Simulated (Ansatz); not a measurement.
Nb3Sn (A15, Cr3Si type)

Space group Pm-3n (No. 223); a = b = c = 5.3044 Å, α = β = γ = 90.00°

```
atom  site  symmetry       x       y       z
----  ----  --------  ------  ------  ------
Nb      6c     -4m.2  0.0000  0.5000  0.2500
Sn      2a      m-3.  0.0000  0.0000  0.0000
```

E(V) scan at fixed shape, V₀ the volume above. Symmetry pins the atoms to their sites.

The numbers are results of r2SCAN (plane waves to 500 eV, PAW, scalar-relativistic; Ansatz, an electronic-structure program), not measurements. k mesh 9×9×9 (Γ-centred), Fermi-Dirac smearing 0.05 eV. The energy includes the smearing's −TS. Nb3Sn is run without spin polarisation. Nb3Sn was relaxed with its symmetry unable to fall. The zero of ΔE is the relaxed starting cell.

Q: What ΔE (eV/atom) does the calculation give at V/V₀ = 0.840, 0.867, 0.893, 0.920, 0.973, 1.133?

A: 
| V/V₀ | ΔE (eV/atom) |
|---|---|
| 0.840 | 0.339 |
| 0.867 | 0.223 |
| 0.893 | 0.136 |
| 0.920 | 0.073 |
| 0.973 | 0.007 |
| 1.133 | 0.141 |

(Under strain, the slope of the energy per volume gives the stress and its curvature an elastic modulus.)
